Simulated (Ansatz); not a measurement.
## BaCu3 (AuCu3-type structure)

The computed numbers are results of PBEsol, scalar-relativistic (no spin polarisation) in the plane-wave PAW code Ansatz at 420 eV, 8×8×8 k-mesh, Gaussian smearing of 0.05 eV. The datasets are Ansatz's generated set soft_2.

```cif
data_structure
_symmetry_space_group_name_H-M 'Pm-3m'
_symmetry_Int_Tables_number 221
_cell_length_a 4.3090
_cell_length_b 4.3090
_cell_length_c 4.3090
_cell_angle_alpha 90.000
_cell_angle_beta 90.000
_cell_angle_gamma 90.000
_cell_volume 80.01
loop_
_atom_site_label
_atom_site_type_symbol
_atom_site_symmetry_multiplicity
_atom_site_Wyckoff_symbol
_atom_site_fract_x
_atom_site_fract_y
_atom_site_fract_z
_atom_site_occupancy
Ba1 Ba 1 a 0.00000 0.00000 0.00000 1
Cu1 Cu 3 c 0.00000 0.50000 0.50000 1
```

The start was a prototype's sites filled with these elements, not a measured cell.

The run used a cell of 4 atoms; the mesh refers to it.

```json
{
 "Volume": "20.00 Å³/atom",
 "Formation energy from the elements (0 K, uncorrected)": "0.61 eV/atom (unstable against the elements)",
 "Bulk modulus (Birch–Murnaghan)": "45 GPa",
 "Pressure derivative B0′": "4.9"
}
```

(1) Fill in the band gap (PBEsol).

Answer:

(1) zero (metallic).

With 67 valence electrons in the calculation's cell and no magnetic order, the bands, two electrons each, can't all be full or empty: band theory demands a metal. (Only strong correlation, outside this picture, could make a Mott insulator of it.)

Scalar-relativistic only: spin–orbit splittings of the heavy atoms' levels are missing.
